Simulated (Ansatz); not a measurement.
A geometry of AlIr away from equilibrium: step 2 of the relaxation of a relaxed AlIr cell displaced along its unstable phonon at q = (½, ½, 0) of its primitive reciprocal cell (123i cm⁻¹), largest move 0.15 Å. These are PBE (plane waves to 420 eV, PAW, scalar-relativistic; Ansatz, a quantum-chemistry and plane-wave program) values and carry that method's errors. Γ-centred k-mesh 13×13×13 on the run's cell (coarser than for final values), Fermi–Dirac smearing 0.05 eV. The plane waves were selected for a different cell earlier on the path.

```
AlIr
1.0
   -2.82004     4.15415     5.08286
    0.00000     0.00000     5.08286
    1.44405     2.10077    -2.54143
Ir Al
2 2
Direct
  0.75000   0.43708   0.50000
  0.25000   0.56292   0.50000
  0.25000   0.06104   0.50000
  0.75000   0.93896   0.50000
```

Question: What forces act on the atoms (eV/Å)?

Answer: 
```
atom    Fx    Fy     Fz
----  ----  ----  -----
Ir1   0.00  0.00  -0.50
Ir2   0.00  0.00   0.50
Al3   0.00  0.00   0.60
Al4   0.00  0.00  -0.60
```

The path ends in I4₁/amd (No. 141). No spin polarisation in the result.

The run could not lose the symmetry of its start: the end is stationary, and may be a saddle point rather than a minimum.

The end of the path is a generated cell of AlIr: the first start was made by placing the elements on the sites of a structure type, and the end was not matched to a known phase here, so it may be hypothetical.
